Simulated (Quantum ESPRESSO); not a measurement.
# Ti2TaO5F3: one run as intended and one with a planted mistake

A calculation, not a measurement. The program is pw.x of Quantum ESPRESSO 7.5 (plane-wave density functional theory). The cell is made up: 11 atoms on a rutile lattice with one site empty, with randomly drawn elements, strain and displacements, not relaxed. PseudoDojo standard norm-conserving files (v0.5 for PBE, v0.4.1 for LDA and PBEsol) set the functional; there is no spin polarisation, spin-orbit coupling or dispersion term, and the masses in the input are unused placeholders.

Intended input:

```
&control calculation='scf', pseudo_dir='./dojo.nc.sr.pbe.v0_5.standard.upf', outdir='./o', disk_io='low', tprnfor=.true., tstress=.true. /
&system ibrav=0, nat=11, ntyp=4, nbnd=50, ecutwfc=84.00895049, nosym=.true., tot_charge=0,
 occupations='smearing', smearing='fd', degauss=0.0018374661
/
&electrons conv_thr=7.350e-09, electron_maxstep=60, /
ATOMIC_SPECIES
F 1.0 F.upf
O 1.0 O.upf
Ta 1.0 Ta.upf
Ti 1.0 Ti.upf
CELL_PARAMETERS angstrom
4.8446 0.0 0.0
0.0 4.8446 0.0
0.0 0.0 6.245
ATOMIC_POSITIONS angstrom
Ti 0.0732 0.107 0.044
Ta 2.4631 2.5095 1.5763
Ti 2.345 2.5543 4.7082
O 1.5045 1.4144 -0.1433
O 3.3932 3.3481 0.0536
O 3.9745 1.1046 1.5076
O 0.9421 4.0513 1.63
O 1.6042 1.6162 3.155
F 3.371 3.3251 2.9972
F 3.8134 0.9389 4.5651
F 0.9859 3.7725 4.7325
K_POINTS automatic
5 5 4 1 1 1
```

The log is shortened where brackets say so; the opening notice, blank lines, dates and the lines on written files are dropped, and the path of the files is cut. It prints rydbergs, bohrs and kilobars, and counts compression as positive stress. Where no state is partly filled, the Fermi energy that it prints is only some level between the filled and the empty states on the mesh, and need not lie in the true gap.

Log of the intended run:

```
     Program PWSCF v.7.5
     Parallel version (MPI & OpenMP), running on       4 processor cores
     Number of MPI processes:                 4
     Threads/MPI process:                     1
     [start-up lines left out]
     bravais-lattice index     =            0
     lattice parameter (alat)  =       9.1550  a.u.
     unit-cell volume          =     989.1107 (a.u.)^3
     number of atoms/cell      =           11
     number of atomic types    =            4
     number of electrons       =        88.00
     number of Kohn-Sham states=           50
     kinetic-energy cutoff     =      84.0090  Ry
     charge density cutoff     =     336.0358  Ry
     scf convergence threshold =      7.3E-09
     mixing beta               =       0.7000
     number of iterations used =            8  plain     mixing
     Exchange-correlation= PBE
                           (   1   4   3   4   0   0   0)
     [axes and pseudopotential details left out]
   Cartesian axes
     site n.     atom                  positions (alat units)
         1        Ti     tau(   1) = (   0.0151096   0.0220864   0.0090823  )
         2        Ta     tau(   2) = (   0.5084217   0.5179994   0.3253726  )
         3        Ti     tau(   3) = (   0.4840441   0.5272468   0.9718449  )
         4        O      tau(   4) = (   0.3105520   0.2919539  -0.0295793  )
         5        O      tau(   5) = (   0.7004087   0.6910994   0.0110639  )
         6        O      tau(   6) = (   0.8203980   0.2280064   0.3111918  )
         7        O      tau(   7) = (   0.1944639   0.8362507   0.3364571  )
         8        O      tau(   8) = (   0.3311316   0.3336086   0.6512406  )
         9        F      tau(   9) = (   0.6958263   0.6863518   0.6186682  )
        10        F      tau(  10) = (   0.7871444   0.1938034   0.9423069  )
        11        F      tau(  11) = (   0.2035049   0.7787021   0.9768608  )
     number of k points=    50  Fermi-Dirac smearing, width (Ry)=  0.0018
                       cart. coord. in units 2pi/alat
        k(    1) = (   0.1000000   0.1000000   0.0969696), wk =   0.0400000
        k(    2) = (   0.1000000   0.1000000   0.2909087), wk =   0.0400000
     [further k points left out]
     Dense  grid:   102933 G-vectors     FFT dimensions: (  54,  54,  72)
     Estimated max dynamical RAM per process >     291.73 MB
     Estimated total dynamical RAM >       1.07 GB
     Initial potential from superposition of free atoms
     starting charge      87.9959, renormalised to      88.0000
     Starting wfcs are   62 randomized atomic wfcs
     total cpu time spent up to now is        4.4 secs
     per-process dynamical memory:   225.3 Mb
     Self-consistent Calculation
     iteration #  1     ecut=    84.01 Ry     beta= 0.70
     Davidson diagonalization with overlap
     ethr =  1.00E-02,  avg # of iterations =  2.0
     total cpu time spent up to now is       11.9 secs
     total energy              =    -678.98532759 Ry
     estimated scf accuracy    <       5.01803621 Ry
     iteration #  2     ecut=    84.01 Ry     beta= 0.70
     Davidson diagonalization with overlap
     ethr =  5.70E-03,  avg # of iterations =  6.6
     total cpu time spent up to now is       26.5 secs
     total energy              =    -671.64359928 Ry
     estimated scf accuracy    <      96.81642291 Ry
     [iterations 3 to 19 left out]
     iteration # 20     ecut=    84.01 Ry     beta= 0.70
     Davidson diagonalization with overlap
     ethr =  5.87E-11,  avg # of iterations =  4.9
     total cpu time spent up to now is      181.6 secs
     total energy              =    -681.85342185 Ry
     estimated scf accuracy    <          8.7E-09 Ry
     iteration # 21     ecut=    84.01 Ry     beta= 0.70
     Davidson diagonalization with overlap
     ethr =  9.89E-12,  avg # of iterations =  4.9
     total cpu time spent up to now is      191.0 secs
     End of self-consistent calculation
     [lines on levels left out]
     the Fermi energy is     6.1687 ev
!    total energy              =    -681.85342185 Ry
     estimated scf accuracy    <          1.6E-09 Ry
     smearing contrib. (-TS)   =      -0.00000000 Ry
     internal energy E=F+TS    =    -681.85342185 Ry
     The total energy is F=E-TS. E is the sum of the following terms:
     one-electron contribution =    -308.10739714 Ry
     hartree contribution      =     189.93289479 Ry
     xc contribution           =    -138.50423342 Ry
     ewald contribution        =    -425.17468608 Ry
     convergence has been achieved in  21 iterations
     Forces acting on atoms (cartesian axes, Ry/au):
     atom    1 type  4   force =    -0.03104121    0.02084871    0.18076727
     atom    2 type  3   force =    -0.06606507   -0.08553782   -0.00604984
     atom    3 type  4   force =    -0.00129122   -0.15237027   -0.04475427
     atom    4 type  2   force =     0.01972934    0.05196145    0.00060823
     atom    5 type  2   force =    -0.00804891    0.02422489   -0.05405429
     atom    6 type  2   force =    -0.03703604    0.00799409   -0.10951689
     atom    7 type  2   force =     0.04279440   -0.04924984   -0.13695755
     atom    8 type  2   force =     0.05182706    0.07279941    0.02381899
     atom    9 type  1   force =     0.04455797    0.05684244    0.06517270
     atom   10 type  1   force =     0.00250826    0.01967253    0.06277246
     atom   11 type  1   force =    -0.01793459    0.03281443    0.01819320
     Total force =     0.371754     Total SCF correction =     0.000098
     Computing stress (Cartesian axis) and pressure
          total   stress  (Ry/bohr**3)                   (kbar)     P=     -142.70
  -0.00079445   0.00034747  -0.00000879         -116.87       51.11       -1.29
   0.00034747  -0.00086243  -0.00001990           51.11     -126.87       -2.93
  -0.00000879  -0.00001990  -0.00125322           -1.29       -2.93     -184.36
     init_run     :      4.12s CPU      4.29s WALL (       1 calls)
     electrons    :    185.31s CPU    186.59s WALL (       1 calls)
     forces       :      1.60s CPU      1.62s WALL (       1 calls)
     stress       :      5.36s CPU      5.52s WALL (       1 calls)
     [timing details left out]
     PWSCF        :   3m16.57s CPU   3m18.28s WALL
     JOB DONE.
```

A second run has one planted mistake: the plane-wave cutoff is too low. The input lines that differ, file-writing options aside:

```
- &system ibrav=0, nat=11, ntyp=4, nbnd=50, ecutwfc=84.00895049, nosym=.true., tot_charge=0,
+ &system ibrav=0, nat=11, ntyp=4, nbnd=50, ecutwfc=54.02150360, nosym=.true., tot_charge=0,
```

Its log:

```
     Program PWSCF v.7.5
     Parallel version (MPI & OpenMP), running on       4 processor cores
     Number of MPI processes:                 4
     Threads/MPI process:                     1
     [start-up lines left out]
     bravais-lattice index     =            0
     lattice parameter (alat)  =       9.1550  a.u.
     unit-cell volume          =     989.1107 (a.u.)^3
     number of atoms/cell      =           11
     number of atomic types    =            4
     number of electrons       =        88.00
     number of Kohn-Sham states=           50
     kinetic-energy cutoff     =      54.0215  Ry
     charge density cutoff     =     216.0860  Ry
     scf convergence threshold =      7.3E-09
     mixing beta               =       0.7000
     number of iterations used =            8  plain     mixing
     Exchange-correlation= PBE
                           (   1   4   3   4   0   0   0)
     [axes and pseudopotential details left out]
   Cartesian axes
     site n.     atom                  positions (alat units)
         1        Ti     tau(   1) = (   0.0151096   0.0220864   0.0090823  )
         2        Ta     tau(   2) = (   0.5084217   0.5179994   0.3253726  )
         3        Ti     tau(   3) = (   0.4840441   0.5272468   0.9718449  )
         4        O      tau(   4) = (   0.3105520   0.2919539  -0.0295793  )
         5        O      tau(   5) = (   0.7004087   0.6910994   0.0110639  )
         6        O      tau(   6) = (   0.8203980   0.2280064   0.3111918  )
         7        O      tau(   7) = (   0.1944639   0.8362507   0.3364571  )
         8        O      tau(   8) = (   0.3311316   0.3336086   0.6512406  )
         9        F      tau(   9) = (   0.6958263   0.6863518   0.6186682  )
        10        F      tau(  10) = (   0.7871444   0.1938034   0.9423069  )
        11        F      tau(  11) = (   0.2035049   0.7787021   0.9768608  )
     number of k points=    50  Fermi-Dirac smearing, width (Ry)=  0.0018
                       cart. coord. in units 2pi/alat
        k(    1) = (   0.1000000   0.1000000   0.0969696), wk =   0.0400000
        k(    2) = (   0.1000000   0.1000000   0.2909087), wk =   0.0400000
     [further k points left out]
     Dense  grid:    53015 G-vectors     FFT dimensions: (  45,  45,  60)
     Estimated max dynamical RAM per process >     155.64 MB
     Estimated total dynamical RAM >     583.73 MB
     Check: negative core charge=   -0.000074
     Initial potential from superposition of free atoms
     starting charge      87.9959, renormalised to      88.0000
     Starting wfcs are   62 randomized atomic wfcs
     total cpu time spent up to now is        2.5 secs
     per-process dynamical memory:   117.9 Mb
     Self-consistent Calculation
     iteration #  1     ecut=    54.02 Ry     beta= 0.70
     Davidson diagonalization with overlap
     ethr =  1.00E-02,  avg # of iterations =  2.0
     total cpu time spent up to now is        6.5 secs
     total energy              =    -678.82550931 Ry
     estimated scf accuracy    <       4.83185131 Ry
     iteration #  2     ecut=    54.02 Ry     beta= 0.70
     Davidson diagonalization with overlap
     ethr =  5.49E-03,  avg # of iterations =  6.5
     total cpu time spent up to now is       14.2 secs
     total energy              =    -671.55864388 Ry
     estimated scf accuracy    <      93.38510297 Ry
     [iterations 3 to 20 left out]
     iteration # 21     ecut=    54.02 Ry     beta= 0.70
     Davidson diagonalization with overlap
     ethr =  3.38E-11,  avg # of iterations =  3.4
     total cpu time spent up to now is      102.1 secs
     total energy              =    -681.56903973 Ry
     estimated scf accuracy    <       0.00000001 Ry
     iteration # 22     ecut=    54.02 Ry     beta= 0.70
     Davidson diagonalization with overlap
     ethr =  1.21E-11,  avg # of iterations =  4.7
     total cpu time spent up to now is      106.7 secs
     End of self-consistent calculation
     [lines on levels left out]
     the Fermi energy is     6.2408 ev
!    total energy              =    -681.56903973 Ry
     estimated scf accuracy    <          1.1E-09 Ry
     smearing contrib. (-TS)   =      -0.00000000 Ry
     internal energy E=F+TS    =    -681.56903973 Ry
     The total energy is F=E-TS. E is the sum of the following terms:
     one-electron contribution =    -307.43143325 Ry
     hartree contribution      =     189.41805212 Ry
     xc contribution           =    -138.38097251 Ry
     ewald contribution        =    -425.17468609 Ry
     convergence has been achieved in  22 iterations
     Forces acting on atoms (cartesian axes, Ry/au):
     atom    1 type  4   force =    -0.02941070    0.02171496    0.18729449
     atom    2 type  3   force =    -0.06613947   -0.08619580   -0.00548373
     atom    3 type  4   force =     0.00059480   -0.15534174   -0.04342093
     atom    4 type  2   force =     0.02019706    0.05273320   -0.00161831
     atom    5 type  2   force =    -0.01080836    0.02285260   -0.05699006
     atom    6 type  2   force =    -0.03442794    0.00541329   -0.11211603
     atom    7 type  2   force =     0.04032124   -0.04672421   -0.14058734
     atom    8 type  2   force =     0.05226737    0.07344759    0.02593586
     atom    9 type  1   force =     0.04518338    0.05766649    0.06676006
     atom   10 type  1   force =     0.00238512    0.02009028    0.06229762
     atom   11 type  1   force =    -0.02016251    0.03434332    0.01792836
     Total force =     0.378846     Total SCF correction =     0.000065
     Computing stress (Cartesian axis) and pressure
          total   stress  (Ry/bohr**3)                   (kbar)     P=     -398.63
  -0.00253761   0.00035315  -0.00000728         -373.30       51.95       -1.07
   0.00035315  -0.00260501  -0.00001468           51.95     -383.21       -2.16
  -0.00000728  -0.00001468  -0.00298695           -1.07       -2.16     -439.40
     init_run     :      2.38s CPU      2.47s WALL (       1 calls)
     electrons    :    103.71s CPU    104.15s WALL (       1 calls)
     forces       :      0.79s CPU      0.79s WALL (       1 calls)
     stress       :      2.66s CPU      2.66s WALL (       1 calls)
     [timing details left out]
     PWSCF        :   1m49.60s CPU   1m50.17s WALL
     JOB DONE.
```

```
                                            intended run  run with the mistake
                          free energy (eV)     -9277.088             -9273.219
                    smearing term -TS (eV)        0.0000                0.0000
                            pressure (GPa)        -14.27                -39.86
            largest force component (eV/Å)         4.648                 4.816
largest change of a force component (eV/Å)                               0.168
                                iterations            21                    22
```

For scale, a rerun of the intended cell at a cutoff of 1437 eV and k mesh 7 x 7 x 6 moved values by no more than 0.004 eV in energy, 0.03 GPa in stress and 0.003 eV/Å in force.